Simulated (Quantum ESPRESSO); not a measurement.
# ScAl4Ir2Ag: a guest atom moved from site to site

A calculation, not a measurement. The program is pw.x of Quantum ESPRESSO 7.5 (plane-wave density functional theory). The cell is made up: eight metal atoms on a hexagonal close-packed lattice, with elements, volume, strain and displacements drawn at random and not relaxed, so it may be unstable or far from any real phase. PseudoDojo standard norm-conserving files set the functional (PBE unless stated); there is no spin polarisation or spin-orbit coupling, the Fermi-Dirac width of 0.25 eV means electrons at about 2900 K, and the masses in the input are unused placeholders. Heavy elements are run without spin-orbit coupling, which real alloys of them have. A spin test at this wide smearing found no moment, but such smearing suppresses magnetism that the real alloy may have.

The runs move one Sc atom among sites that otherwise hold Al. Cell, positions, cutoff, mesh and smearing stay as in the input of run 1; sites are counted in its order. Stress in the tables is positive in tension.

Input of run 1:

```
&control calculation='scf', pseudo_dir='./dojo.nc.sr.pbe.v0_5.standard.upf', outdir='./o', disk_io='minimal', tprnfor=.true., tstress=.true. /
&system ibrav=0, nat=8, ntyp=4, nbnd=50, ecutwfc=82.02448710, nosym=.true., tot_charge=0,
 occupations='smearing', smearing='fd', degauss=0.0183746611
/
&electrons conv_thr=1.470e-08, electron_maxstep=70, mixing_beta=0.5 /
ATOMIC_SPECIES
Ag 1.0 Ag.upf
Al 1.0 Al.upf
Ir 1.0 Ir.upf
Sc 1.0 Sc.upf
CELL_PARAMETERS angstrom
-2.8885 -0.0262 -0.0215
0.0454 4.9217 -0.022
1.3495 -2.405 -9.6909
ATOMIC_POSITIONS angstrom
Sc 0.0672 -0.0775 0.0115
Al -0.1211 1.7631 -2.3549
Ir -0.0146 0.157 -4.6892
Al 0.0327 1.6409 -7.5929
Ag -1.4676 2.459 0.0401
Al -1.5462 4.0818 -2.3591
Ir -1.4735 2.341 -4.8467
Al -1.5097 -0.8421 -7.2567
K_POINTS automatic
8 5 3 1 1 1
```

```
run  elements on sites 1 to 8  free energy less that of run 1 (eV)  -TS (eV)  pressure (GPa)  stress xx (GPa)  stress yy (GPa)  stress zz (GPa)  stress yz (GPa)  stress xz (GPa)  stress xy (GPa)  iterations
  1   Sc Al Ir Al Ag Al Ir Al                                0.000    -1.169           -4.33             0.97            -0.94            12.97             0.57             0.88             1.67          15
  2   Al Al Ir Sc Ag Al Ir Al                               -0.176    -1.116           -4.23             2.81            -0.73            10.60            -0.69            -0.14             0.32          16
  3   Al Al Ir Al Ag Sc Ir Al                               -0.342    -1.050           -4.31             1.70             0.30            10.92            -0.19             0.96             1.48          16
  4   Al Al Ir Al Ag Al Ir Sc                               -0.600    -1.077           -5.19             2.22             0.97            12.39            -0.18             0.64             1.10          16
```

Forces Fx Fy Fz (eV/Å):

| site | run 1 | run 2 | run 3 | run 4 |
| --- | --- | --- | --- | --- |
| 1 | -0.63 1.22 -0.85 | -0.18 1.00 -1.40 | -0.48 0.82 0.14 | -0.20 0.64 -0.56 |
| 2 | 0.08 -0.60 -1.28 | 0.14 -0.64 -1.31 | 0.14 -1.26 -1.20 | 0.12 -0.58 -1.26 |
| 3 | 0.08 -0.92 -0.07 | 0.04 -0.86 0.43 | 0.04 -0.73 -0.19 | 0.02 -0.81 0.41 |
| 4 | -0.15 -0.07 2.93 | -0.16 0.50 3.69 | -0.12 0.20 2.12 | -0.26 0.20 1.80 |
| 5 | 0.29 -1.01 -0.28 | -0.07 -1.10 -0.96 | 0.07 -0.74 0.00 | 0.14 -0.51 -0.87 |
| 6 | 0.33 0.52 -2.35 | 0.11 0.47 -1.80 | 0.38 1.01 -2.21 | 0.12 0.49 -1.73 |
| 7 | -0.06 0.94 0.30 | -0.07 0.96 -0.12 | -0.04 0.89 -0.11 | -0.09 0.70 0.22 |
| 8 | 0.06 -0.09 1.60 | 0.19 -0.33 1.49 | 0.02 -0.20 1.44 | 0.14 -0.15 2.01 |

The sites are displaced and not relaxed, so the energy differences mix bonding between neighbours with strain and are not ordering energies. A rerun of one cell of this series at a higher cutoff and on a denser mesh moved values by no more than 0.010 eV in energy, 0.11 GPa in stress and 0.009 eV/Å in force, and a second program with other atomic files agreed on that cell to 2 % rms in force and 0.5 GPa in pressure.